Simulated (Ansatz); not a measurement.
Data:

Relaxed TiN (rock salt):

```
CELL_PARAMETERS angstrom
      0.00000     4.23332     4.23332
      2.11666     2.11666     4.23332
      2.11666     2.11666     0.00000
ATOMIC_POSITIONS crystal
  N  0.00000 0.00000 0.00000
  N  0.50000 0.00000 0.00000
  Ti 0.00000 0.50000 0.50000
  Ti 0.50000 0.50000 0.50000
```

A phonon eigenvector at X = (0.5, 0.5, 0.0) is frozen into this cell: atom i moves by Q times the vector below, so Q is the largest atomic displacement, in Å. The cell is held. (q is in reciprocal vectors of the primitive cell; the cell shown is doubled to hold the pattern.)

| atom | x | y | z |
|---|---|---|---|
| N1 | 0.000 | 0.000 | -1.000 |
| N2 | 0.000 | 0.000 | 1.000 |
| Ti3 | 0.000 | 0.000 | 0.051 |
| Ti4 | 0.000 | 0.000 | -0.051 |

Method: r2SCAN (plane waves to 500 eV, PAW, scalar-relativistic; Ansatz, an electronic-structure program). k mesh 19×19×19 (Γ-centred), Fermi-Dirac smearing 0.05 eV. The energy includes the smearing's −TS. With partly filled bands, energies and forces of such displacements shift with the k mesh and the smearing. The PAW data are Ansatz's earlier set. TiN is run without spin polarisation. TiN was relaxed with its symmetry unable to fall. The zero of ΔE is the undisplaced structure.

The scan covers Q from -0.100 to 0.100 Å in 13 points.

**Question.** Which space group does the distorted structure have?

**Answer.** P4/nmm (No. 129), lowered from Fm-3m.

**Question.** Is this a single well or a double well?

**Answer.** A single well with its minimum at or next to zero displacement.

**Question.** What is the energy change at Q = 0.100 Å?

**Answer.** 167 meV/cell.

**Question.** What harmonic wavenumber does the curvature at Q = 0 give?

**Answer.** 566 cm⁻¹.

(A displaced cell: forces are minus the slopes of the energy, force constants its curvatures, and phonons follow from these.)
